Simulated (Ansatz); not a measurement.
Si5Ge as one 6-atom ordering (P3m1) on the diamond lattice: a relaxation of cell and atoms in the plane-wave code Ansatz (PBE). The start is a rough guess from atomic radii.

```yaml
crystal:
  lattice:
    - [3.6742346142, 0.0, 0.0]
    - [-1.8371173071, 3.1819805153, 0.0]
    - [0.0, 0.0, 9.0]
  atoms:
    - { symbol: Si, position: [0.0, 0.0, 0.0] }
    - { symbol: Si, position: [0.6666666667, 0.3333333333, 0.6666666667] }
    - { symbol: Si, position: [0.3333333333, 0.6666666667, 0.3333333333] }
    - { symbol: Si, position: [0.6666666667, 0.3333333333, 0.9166666667] }
    - { symbol: Si, position: [0.3333333333, 0.6666666667, 0.5833333333] }
    - { symbol: Ge, position: [0.0, 0.0, 0.25] }
kpoints:
  mp_grid: { grid: [12, 12, 4] }
hamiltonian:
  xc: pbe
scf:
  occupations: { method: fermi_dirac, width: 0.02 }
relax:
  f_tol: 0.005
  cell: {}
```

The trajectory has 8 recorded frames, each with fractional positions and then forces in eV/Å along x, y and z. The last, and any step after a large change of cell, is solved on a basis re-selected at its cell; pressure is positive in compression.

Step 1: energy 0.0 meV/atom from step 1, largest force component 0.590 eV/Å, pressure +21.70 GPa; a = 3.674 Å, b = 3.674 Å, c = 9.000 Å, α = 90.00°, β = 90.00°, γ = 120.00°
```
Si 0.0000 0.0000 0.0000     0.000   0.000  -0.590
Si 0.6667 0.3333 0.6667     0.000   0.000  -0.003
Si 0.3333 0.6667 0.3333     0.000   0.000   0.589
Si 0.6667 0.3333 0.9167     0.000   0.000  -0.032
Si 0.3333 0.6667 0.5833     0.000   0.000  -0.032
Ge 0.0000 0.0000 0.2500     0.000   0.000   0.068
```

Step 2: energy -183.7 meV/atom from step 1, largest force component 0.090 eV/Å, pressure +4.81 GPa; a = 3.831 Å, b = 3.831 Å, c = 9.381 Å, α = 90.00°, β = 90.00°, γ = 120.00°
```
Si 0.0000 0.0000 0.9963     0.000   0.000  -0.064
Si 0.6667 0.3333 0.6664     0.000   0.000   0.038
Si 0.3333 0.6667 0.3372     0.000   0.000   0.036
Si 0.6667 0.3333 0.9151     0.000   0.000   0.008
Si 0.3333 0.6667 0.5856     0.000   0.000  -0.090
Ge 0.0000 0.0000 0.2494     0.000   0.000   0.072
```

Problem. Estimate where the relaxation ends.

Solution.
Step 3: energy -197.7 meV/atom from step 1, largest force component 0.044 eV/Å, pressure +1.03 GPa; a = 3.880 Å, b = 3.880 Å, c = 9.505 Å, α = 90.00°, β = 90.00°, γ = 120.00°
```
Si 0.0000 0.0000 0.9964     0.000   0.000  -0.045
Si 0.6667 0.3333 0.6666     0.000   0.000  -0.002
Si 0.3333 0.6667 0.3370     0.000   0.000   0.035
Si 0.6667 0.3333 0.9153     0.000   0.000  -0.016
Si 0.3333 0.6667 0.5848     0.000   0.000   0.007
Ge 0.0000 0.0000 0.2499     0.000   0.000   0.021
```

Step 4: energy -198.5 meV/atom from step 1, largest force component 0.013 eV/Å, pressure +0.07 GPa; a = 3.895 Å, b = 3.895 Å, c = 9.537 Å, α = 90.00°, β = 90.00°, γ = 120.00°
```
Si 0.0000 0.0000 0.9960     0.000   0.000  -0.004
Si 0.6667 0.3333 0.6665     0.000   0.000   0.012
Si 0.3333 0.6667 0.3375     0.000   0.000  -0.005
Si 0.6667 0.3333 0.9149     0.000   0.000  -0.001
Si 0.3333 0.6667 0.5851     0.000   0.000  -0.013
Ge 0.0000 0.0000 0.2500     0.000   0.000   0.011
```

Step 5: energy -198.5 meV/atom from step 1, largest force component 0.001 eV/Å, pressure 0.00 GPa; a = 3.896 Å, b = 3.896 Å, c = 9.542 Å, α = 90.00°, β = 90.00°, γ = 120.00°
```
Si 0.0000 0.0000 0.9960     0.000   0.000   0.000
Si 0.6667 0.3333 0.6665     0.000   0.000  -0.001
Si 0.3333 0.6667 0.3374     0.000   0.000   0.000
Si 0.6667 0.3333 0.9149     0.000   0.000   0.001
Si 0.3333 0.6667 0.5850     0.000   0.000   0.001
Ge 0.0000 0.0000 0.2501     0.000   0.000  -0.001
```

Step 6: energy -200.1 meV/atom from step 1, largest force component 0.001 eV/Å, pressure +0.12 GPa; a = 3.896 Å, b = 3.896 Å, c = 9.542 Å, α = 90.00°, β = 90.00°, γ = 120.00°
```
Si 0.0000 0.0000 0.9960     0.000   0.000   0.000
Si 0.6667 0.3333 0.6665     0.000   0.000  -0.001
Si 0.3333 0.6667 0.3374     0.000   0.000   0.000
Si 0.6667 0.3333 0.9149     0.000   0.000   0.001
Si 0.3333 0.6667 0.5850     0.000   0.000   0.000
Ge 0.0000 0.0000 0.2501     0.000   0.000  -0.001
```

Step 7: energy -200.1 meV/atom from step 1, largest force component 0.000 eV/Å, pressure 0.00 GPa; a = 3.898 Å, b = 3.898 Å, c = 9.546 Å, α = 90.00°, β = 90.00°, γ = 120.00°
```
Si 0.0000 0.0000 0.9960     0.000   0.000   0.000
Si 0.6667 0.3333 0.6665     0.000   0.000   0.000
Si 0.3333 0.6667 0.3374     0.000   0.000   0.000
Si 0.6667 0.3333 0.9149     0.000   0.000   0.000
Si 0.3333 0.6667 0.5850     0.000   0.000   0.000
Ge 0.0000 0.0000 0.2501     0.000   0.000   0.000
```

Step 8: energy -200.1 meV/atom from step 1, largest force component 0.000 eV/Å, pressure 0.00 GPa; a = 3.898 Å, b = 3.898 Å, c = 9.546 Å, α = 90.00°, β = 90.00°, γ = 120.00°
```
Si 0.0000 0.0000 0.9960     0.000   0.000   0.000
Si 0.6667 0.3333 0.6665     0.000   0.000   0.000
Si 0.3333 0.6667 0.3374     0.000   0.000   0.000
Si 0.6667 0.3333 0.9149     0.000   0.000   0.000
Si 0.3333 0.6667 0.5850     0.000   0.000   0.000
Ge 0.0000 0.0000 0.2501     0.000   0.000   0.000
```

In 6 steps the volume changed by +19.4 %; between the first SCF and the last, each on a basis chosen for its cell, the energy fell by 200 meV an atom. Final cell: it is trigonal, P3m1 (No. 156); conventional cell a = 3.898 Å, c = 9.546 Å, 20.93 Å³ an atom. Si is surrounded by 3 Si at 2.38 Å and 1 Ge at 2.43 Å; Si is surrounded by 4 Si at 2.37–2.38 Å; Si is surrounded by 1 Si at 2.36 Å and 3 Ge at 2.40 Å; Si is surrounded by 4 Si at 2.36–2.38 Å; Ge is surrounded by 4 Si at 2.40–2.43 Å.

Run as `ansatz run input.yaml --threads 4 --pin off --max-ram 6451MiB --backend cpu --events-out ev --progress --plain --runs-dir out`. Wall time 50 s on 4 threads of Arm Neoverse N1 (shared host); peak host memory 0.51 GiB.

Simulation only: spin-unpolarised, and no claim that this is the phase found in nature.
